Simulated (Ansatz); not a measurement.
BN:
```cif
data_B4N4
_chemical_formula_sum 'B4 N4'
_space_group_name_H-M_alt 'P 1'
_space_group_IT_number 1
_cell_length_a 2.52733
_cell_length_b 2.52733
_cell_length_c 8.30882
_cell_angle_alpha 90.000
_cell_angle_beta 90.000
_cell_angle_gamma 120.000
loop_
_space_group_symop_operation_xyz
  'x, y, z'
loop_
_atom_site_label
_atom_site_type_symbol
_atom_site_fract_x
_atom_site_fract_y
_atom_site_fract_z
_atom_site_occupancy
B1 B 0.00000 0.00000 0.99973 1
B2 B 0.00000 0.00000 0.49973 1
B3 B 0.66667 0.33333 0.75046 1
B4 B 0.33333 0.66667 0.25046 1
N1 N 0.00000 0.00000 0.81320 1
N2 N 0.00000 0.00000 0.31320 1
N3 N 0.66667 0.33333 0.56224 1
N4 N 0.33333 0.66667 0.06224 1
```

Relaxed with LDA.

Problem. Give the optical modes at the zone centre with their infrared and Raman activity from DFPT, the program Ansatz at the LDA level (PAW).

Solution. Transverse frequencies, without the LO–TO term; a row sums one degenerate level.

```tsv
ω (cm⁻¹)	degeneracy	IR ((D/Å)²/amu)	Raman (Å⁴/amu)	activity	symmetry
345	2	0.00	0	silent	E2
355	2	0.00	0	silent	E2
482	2	0.00	0	silent	E1
638	1	0.00	0	silent	B1
646	1	0.00	0	silent	B1
983	1	1.63	1.5	IR+Raman	A1
998	2	0.58	0.42	IR+Raman	E1
1025	2	0.00	21	Raman	E2
1046	2	0.00	1.0	Raman	E2
1060	1	52.20	31	IR+Raman	A1
1076	2	102.29	14	IR+Raman	E1
1141	1	0.19	0.18	IR+Raman	A1
1242	1	0.00	0	silent	B1
1259	1	0.00	0	silent	B1
```

Problem. How high does the top mode go among those that the LO–TO term moves?

Solution. 1296 cm⁻¹ for q along x, 1296 cm⁻¹ for q along y, 1288 cm⁻¹ for q along z.

Space group P6_3mc. The cell is a constructed one: a structure type filled with these elements. Its sites differ from those of the usual phase in this space group: another stacking or structure type. The LDA relaxation kept the symmetry of its start; phonons on a q-mesh show no instability.

Potentials: the later of the program's two PAW sets.
